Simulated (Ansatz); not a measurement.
**NbRu: computed property card**

NbRu:
```
NbRu
1.0
    3.13929     0.00000     0.00000
    0.00000     3.13929     0.00000
    0.00000     0.00000     3.13929
Ru Nb
1 1
Direct
  0.50000   0.50000   0.50000
  0.00000   0.00000   0.00000
```

Space group Pm-3m (No. 221), CsCl type; conventional cell a = b = c = 3.139 Å, α = β = γ = 90.00°.

Method: plane-wave PAW PBEsol (Ansatz code). Geometry: relaxed at this level of theory. Other levels are named where they apply.

Cell and energy:

Volume per atom: 15.47 Å³
Density: 10.41 g/cm³
Formation energy from the elements (no fitted shifts): -148 meV/atom

Electronic structure:

* **Electronic character**: metallic (no gap)
* **Density of states at the Fermi level**: 1.6 states/eV per atom (mean over ±0.08 eV)
* **Gap with spin–orbit coupling**: none (metallic)

Mechanics:

* **Bulk modulus (Birch–Murnaghan fit)**: 2540 kbar
* **Pressure derivative B′**: 4.3
* **Elastic constants (relaxed ions, GPa)**: C11 = 175, C12 = 293, C44 = 74.0
* **Mechanical stability**: unstable (C has a negative eigenvalue)

Phonons:

- Highest zone-centre frequency: 135 cm⁻¹
- Zone-centre stability: no imaginary mode at Γ

The workflow started from an entry of the Crystallography Open Database (COD), which files this formula under 2 space groups. Whether it is the stable phase at ambient conditions was not checked. The PBEsol relaxation kept the symmetry of its start. No spin polarisation was allowed. As this level gives no gap, shear constants depend on the k-mesh and smearing (Fermi–Dirac, 0.1 eV here). As this level gives no gap, phonon frequencies hold no LO–TO term and depend on the k-mesh and smearing (Fermi–Dirac, 0.1 eV here). On the denser mesh and wider smearing of the elastic run this cell carries a stress of 0.3 GPa. The references are the lowest solids computed at this level, not always the standard phases. Spin–orbit coupling is left out wherever it is not named.

Potentials: the later of the program's two PAW sets.
